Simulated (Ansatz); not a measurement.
Method: DFT PBE, scalar-relativistic, plane waves, PAW (Ansatz). All cells share a 420 eV cutoff and Γ-centred k meshes spaced at most about 0.3 Å⁻¹ (about 0.25 or finer for metals, 2π included). No spin polarisation in the final relaxations.

All energies are static (0 K, no zero-point motion).

Two relaxed structures of Sn2PbO2:

A.

```
CELL_PARAMETERS angstrom
5.08587 0.00000 0.00000
-2.54293 4.40449 0.00000
0.00000 0.00000 4.32354
ATOMIC_POSITIONS crystal
Sn 0.33333 0.66667 0.50000
Sn 0.66667 0.33333 0.50000
Pb 0.00000 0.00000 0.00000
O 0.33333 0.66667 0.00000
O 0.66667 0.33333 0.00000
```

B.

```
CELL_PARAMETERS angstrom
4.15791 0.00000 0.00000
0.00000 4.15791 0.00000
0.00000 0.00000 6.47350
ATOMIC_POSITIONS crystal
Sn 0.50000 0.50000 0.50000
Sn 0.00000 0.00000 0.00000
Pb 0.00000 0.00000 0.50000
O 0.50000 0.50000 0.19139
O 0.50000 0.50000 0.80861
```

Question: Which would you expect to be lower, and how large is the difference?

Answer: A is lower, by 0.55 eV/atom. A has space group P6/mmm (No. 191), 19.4 Å³/atom and no gap on its mesh; B has space group P4/mmm (No. 123), 22.4 Å³/atom and no gap. Counting O atoms around Pb and Sn (those within 1.25 times the shortest such distance or 1.15 times the sum of covalent radii; the shortest distance is added where it exceeds 1.18 times the sum of covalent radii; a slash parts the counts of unlike sites), A has Sn 2, Pb 6 from 2.9 Å and B has Sn 2/8 from 3.2 Å, Pb 8 from 3.6 Å. The denser one is the lower, and pressure would at first widen the difference. Both come from invented guesses. A third cell relaxed alike, in P3m1, lies 257 meV/atom below the lower of the two.

These runs have no spin–orbit coupling, which can matter for Pb. Cells relaxed within their symmetry can be saddle points.
